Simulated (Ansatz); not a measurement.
Generalised stacking fault of LiCl (rock salt) on the {100} plane. The cell below holds the perfect crystal with the plane normal along z; tilting its third vector by the shift puts one fault into each cell, between planes 2.56 Å apart, at fixed cell height.

```yaml
crystal:
  lattice:
    - [3.61492, 0.00000, 0.00000]
    - [0.00000, 3.61492, 0.00000]
    - [1.80746, 1.80746, 7.66841]
  atoms:
    - { symbol: Cl, position: [0.00000, 0.00000, 0.83333] }
    - { symbol: Cl, position: [0.33333, 0.33333, 0.16667] }
    - { symbol: Cl, position: [0.66667, 0.66667, 0.50000] }
    - { symbol: Li, position: [0.50000, 0.50000, 0.83333] }
    - { symbol: Li, position: [0.83333, 0.83333, 0.16667] }
    - { symbol: Li, position: [0.16667, 0.16667, 0.50000] }
```

In-plane vectors a = (3.615, 0.000) Å, b = (0.000, 3.615) Å, area 13.07 Å². The shift is s times the vector a (length 3.615 Å), so s = 1 restores the start. The shift is rigid: no atom relaxes. γ = [E(shift) − E(0)] / area.

The numbers are results of r2SCAN (plane waves to 500 eV, PAW, scalar-relativistic; Ansatz, an electronic-structure program), not measurements. k mesh 8×8×8 (Γ-centred), Fermi-Dirac smearing 0.05 eV. E is the zero-smearing estimate. Faults lie only 7.7 Å apart, and holding the cell height and the atoms raises γ above its relaxed value. LiCl was relaxed with its symmetry unable to fall. The zero of γ is zero shift.

| s | γ (mJ/m²) |
|---|---|
| 0.000 | 0 |
| 0.083 | 43 |
| 0.167 | withheld |
| 0.250 | 347 |
| 0.333 | 546 |
| 0.417 | 704 |
| 0.500 | 765 |
| 0.583 | 704 |
| 0.667 | 546 |
| 0.750 | 347 |
| 0.833 | withheld |
| 0.917 | 43 |

### Question
Fit a Fourier form (three harmonics of 1 − cos and sin) to the given rows and predict γ at s = 0.833.

### Answer
Least squares on the 10 given rows: γ = (381.7)·[1 − cos(2πs)] + (-17.7)·[1 − cos(4πs)], in mJ/m²; root-mean-square residual 0.7 mJ/m². At 0.833 the fit gives 164 mJ/m²; the calculation gives 166 mJ/m², so the interpolation is off by -2 (-1.2 %). 

(The slope of γ gives the shear force per area between the displaced halves; near zero shift its curvature is an elastic stiffness.)
